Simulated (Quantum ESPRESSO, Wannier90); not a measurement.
# AlInSb2 (P-4m2): Wannier90 run

```yaml
crystal:
  lattice:
    - [4.50617, 0.00000, 0.00000]
    - [0.00000, 4.50617, 0.00000]
    - [0.00000, 0.00000, 6.34882]
  atoms:
    - { symbol: Al, position: [0.00000, 0.00000, 0.00000] }
    - { symbol: In, position: [0.50000, 0.50000, 0.50000] }
    - { symbol: Sb, position: [0.00000, 0.50000, 0.23337] }
    - { symbol: Sb, position: [0.50000, 0.00000, 0.76663] }
```

Materials Project entry mp-1228890; symmetrised, unrelaxed at this level. Not found in the COD (Crystallography Open Database) copy used; not checked further. Method: PBEsol plane waves in Quantum ESPRESSO 7.5 (PseudoDojo norm-conserving files, 64 Ry, no spin polarisation, no spin-orbit coupling), Bloch states on a 8×8×6 mesh through Γ, Wannier90 4.0.1. Density: 8×8×6 mesh, Gaussian smearing 0.01 Ry. Spin-orbit coupling is left out although heavy elements are present.

Base run: 16 functions from bands 16-41 of the 41 computed, start hydrogen-like Al: s;p; In: s;p; Sb: s;p, centres 0.05 Å off the atoms, frozen window up to 1.89 eV relative to the valence-band maximum, outer window open. One setting was then changed (edges relative to the valence-band maximum; misfit to pw.x on a path, for states up to 1.4 eV relative to the valence-band maximum).

| run | Ω_I (Å²) | rms misfit (meV) | worst (meV) |
|---|---|---|---|
| base | 33.20 | 2.4 | 42 |
| changed | 46.59 | 1.6 | 12 |

**Question.** Which change was made?
A) no frozen window
B) outer window to 10.55 eV
C) frozen window to -0.11 eV
D) frozen window to 0.89 eV
E) outer window to 8.85 eV

**Answer.** E, outer window to 8.85 eV. The others give:

| run | Ω_I (Å²) | rms misfit (meV) | worst (meV) |
|---|---|---|---|
| frozen window to 0.89 eV | 30.75 | 94 | 727 |
| frozen window to -0.11 eV | 30.70 | 115 | 724 |
| no frozen window | 29.86 | 161 | 913 |
| outer window to 10.55 eV | 38.44 | 2.0 | 32 |
